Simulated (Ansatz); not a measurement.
Input:

HfB$_{2}$:
Space group P6/mmm (No. 191); a = 3.1273 Å, b = 3.1273 Å, c = 3.4468 Å, α = 90.00°, β = 90.00°, γ = 120.00°

```json
[
 {"atom": "Hf", "site": "1a", "symmetry": "6/mmm", "x": "0.0000", "y": "0.0000", "z": "0.0000"},
 {"atom": "B", "site": "2d", "symmetry": "-6m2", "x": "0.3333", "y": "0.6667", "z": "0.5000"}
]
```

This is the PBEsol-relaxed structure.

All from PBEsol in the plane-wave PAW code Ansatz, unless another level is named. Estimate the electronic character.

metallic (no gap).

Next, the density of states at the Fermi level?

0.09 states/eV per atom (mean over ±0.08 eV).

Give the formation energy from the elements (no fitted shifts).

-1.08 eV/atom.

Give the gap with spin–orbit coupling.

none (metallic).

Symmetry was held in the PBEsol relaxation; of distortions, only those at the zone centre were tested. No spin polarisation was allowed. The references are the lowest solids computed at this level, not always the standard phases. Spin–orbit coupling is left out wherever it is not named.

Potentials: the later of the program's two PAW sets.
